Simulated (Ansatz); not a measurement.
Relaxing TiSb in the NiAs type

First guess:

```
CELL_PARAMETERS angstrom
4.07682 0.00000 0.00000
-2.03841 3.53063 0.00000
0.00000 0.00000 6.11523
ATOMIC_POSITIONS crystal
Ti 0.00000 0.00000 0.00000
Ti 0.00000 0.00000 0.50000
Sb 0.33333 0.66667 0.25000
Sb 0.66667 0.33333 0.75000
```

All numbers below come from DFT, PBEsol, PAW with Ansatz's default frozen-core files, scalar-relativistic in Ansatz 0.2.0.

Cell and atoms relax within the symmetry of the start on a 12×12×7 k mesh with 0.05 eV Fermi–Dirac smearing.

The start is built from a prototype, known or not as a phase of this compound; the cutoff is 420 eV.

Spin–orbit coupling is left out, though it moves levels of the heavy atoms by tenths of an eV or more.

**Question.** What is the pressure of the first guess?

**Answer.** -2.74 GPa.

**Question.** What does it relax to?

**Answer.** a = 3.990 Å, b = 3.990 Å, c = 6.184 Å, α = 90.00°, β = 90.00°, γ = 120.00° (conventional cell), 21.31 Å³ per atom:
```xyz
4
Lattice="3.9897 0.0000 0.0000 -1.9949 3.4552 0.0000 0.0000 0.0000 6.1837" Properties=species:S:1:pos:R:3 pbc="T T T"
Ti    0.0000    0.0000    0.0000
Ti    0.0000    0.0000    3.0919
Sb    0.0000    2.3035    1.5459
Sb    1.9949    1.1517    4.6378
```

**Question.** How much energy does the relaxation release?

**Answer.** 8 meV/atom.
